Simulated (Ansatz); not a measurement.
Relaxed-ion elastic tensor of Cu₃Ge in space group P-6m2 (No. 187; Cu on 1b, Cu on 2i, Ge on 1a) in GPa (Voigt order), DFT-PBEsol in the program Ansatz with PAW potentials; density 8.58 g/cm³, 12.73 Å³ per atom.

```
 178   115  99.3   0.0   0.0   0.0
 115   178  99.3   0.0   0.0   0.0
99.3  99.3   212   0.0   0.0   0.0
 0.0   0.0   0.0  15.5   0.0   0.0
 0.0   0.0   0.0   0.0  15.5   0.0
 0.0   0.0   0.0   0.0   0.0  31.7
```

Question: Is the crystal mechanically stable?

Answer: Yes: the smallest eigenvalue of C is 15.5 GPa.

Question: Work out the Voigt, Reuss and Hill averages.

Answer: K_V = 133, K_R = 133, K_H = 133; G_V = 29.5, G_R = 23.7, G_H = 26.6 GPa.

Question: Give Young's modulus, Poisson's ratio, Pugh's ratio and the universal anisotropy index.

Answer: E = 9KG/(3K + G) = 74.8 GPa; ν = 0.41; K/G = 4.99 (ductile by the Pugh limit of 1.75); A_U = 5G_V/G_R + K_V/K_R − 6 = 1.24.

Question: Estimate the sound speeds and the Debye temperature.

Answer: v_l = √((K + 4G/3)/ρ) = 4430 m/s, v_t = √(G/ρ) = 1760 m/s, mean 1990 m/s; Θ = (h/k)(3n/4πV)^(1/3) v_m = 254 K.

Question: How much does each axis shrink under pressure?

Answer: Linear compressibilities β_i = Σ_j S_ij (j = 1 to 3): x 2.7, y 2.7, z 2.2 per TPa.

The first step of the workflow began from a Materials Project structure, measured or hypothetical; the Crystallography Open Database copy checked does not list it. Whether it is the stable phase at ambient conditions was not checked. The cell was relaxed with PBEsol under the symmetry of its start; whether a distortion lowers the energy is not shown. No spin polarisation was allowed. As this level gives no gap, shear constants depend on the k-mesh and smearing (Fermi–Dirac, 0.1 eV here). On the denser mesh and wider smearing of the elastic run this cell carries a stress of 0.3 GPa.

Potentials: the later of the program's two PAW sets.
